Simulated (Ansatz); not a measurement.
SrAlSiH:
```cif
data_HAlSiSr
_chemical_formula_sum 'Sr1 Al1 Si1 H1'
_space_group_name_H-M_alt 'P3m1'
_space_group_IT_number 156
_space_group_name_Hall 'P 3 -2"'
_cell_length_a 4.20681
_cell_length_b 4.20681
_cell_length_c 4.79498
_cell_angle_alpha 90.000
_cell_angle_beta 90.000
_cell_angle_gamma 120.000
loop_
_atom_site_label
_atom_site_type_symbol
_atom_site_symmetry_multiplicity
_atom_site_Wyckoff_symbol
_atom_site_fract_x
_atom_site_fract_y
_atom_site_fract_z
_atom_site_occupancy
Sr1 Sr 1 a 0.00000 0.00000 0.00547 1
Al1 Al 1 c 0.66667 0.33333 0.46525 1
Si1 Si 1 b 0.33333 0.66667 0.55463 1
H1 H 1 c 0.66667 0.33333 0.09765 1
```

Relaxed with PBEsol. 

Q: HSE06 on this cell (Ansatz, a program for electronic structure, PAW) gives a gap of 1.00 eV. What does PBEsol give?

A: 0.42 eV.

Cost on shared cores: the PBEsol run (SCF on a 8×8×6 mesh, then bands and DOS) about 30 core-seconds (a rough figure), the HSE06 run (SCF on 6×6×4, then a few points) around 100 core-seconds (rough); the tasks are unlike.

The first step of the workflow began from a Materials Project structure, measured or hypothetical; the Crystallography Open Database copy checked does not list it. Its standing as an ambient phase is unchecked. The cell was relaxed with PBEsol under the symmetry of its start; whether a distortion lowers the energy is not shown. Spin–orbit coupling is left out wherever it is not named.

Potentials: the later of the program's two PAW sets.

Ansatz is a plane-wave DFT program.
